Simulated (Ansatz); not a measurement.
## Notes on ScRhCl$_{3}$

```
Cl Sc Rh
1.0
     6.83720    0.00000    0.00000
    -3.41860    5.92119    0.00000
     0.00000    0.00000    5.62325
Cl Sc Rh
6 2 2
Direct
  0.16110 0.83890 0.25000
  0.32220 0.16110 0.75000
  0.16110 0.32220 0.25000
  0.83890 0.16110 0.75000
  0.67780 0.83890 0.25000
  0.83890 0.67780 0.75000
  0.00000 0.00000 0.00000
  0.00000 0.00000 0.50000
  0.33330 0.66670 0.75000
  0.66660 0.33330 0.25000
```

The numbers come from plane-wave PAW DFT (Ansatz): r2SCAN, no spin polarisation, 500 eV, 6×6×6 Γ-centred k points, fermi-dirac occupations (width 0.1 eV). Nothing was relaxed.

Task: What do density and ELF say about some of the short contacts?

Result: Cl–Sc at 2.37 Å: least valence density 0.44 e/Å³ and ELF 0.15 there. Rh–Cl at 3.42 Å: least valence density 0.07 e/Å³ and ELF 0.04 there. Both are smooth PAW fields, read partly inside the augmentation spheres.

Task: Which element gives electrons and which takes them?

Result: Bader charges in e: Sc +1.78, Rh +0.32, Cl -0.70. In the mean Sc gives up most and Cl takes most.

Task: Which atom feels the largest force, and which way?

Result: The largest is on Cl3 (and as large on other atoms): 2.04 eV/Å, components (0.00, 2.04, 0.00). It makes 144° with the line to a nearest neighbour, Sc7 at 2.37 Å, pointing away from it.

Task: What happens at the Fermi level?

Result: It is a metal, with about 27 states/eV a cell as the mean within 0.25 eV of the Fermi level, mostly Rh d (94 %).

Task: What does the stress say?

Result: The pressure is 8.4 GPa (compression positive), so with the atoms held at these fractions the cell would first expand; the forces are large, so a full relaxation may end otherwise. The principal stresses 5.7, 5.7, 13.9 GPa differ, so its shape would change too.

Origin: a known structure type with other elements, at an estimated volume, so it need not be a known compound. Caveats: many states at the Fermi level without spin polarisation, so a magnetic state may lie lower; atoms or cell far from equilibrium.

It took 2.8 min on 1 thread of Arm Neoverse V1, with other jobs on the host, peak memory 1.2 GiB, starting from a saved density. The time holds forces, stress, Bader, DOS, bands, ELF.
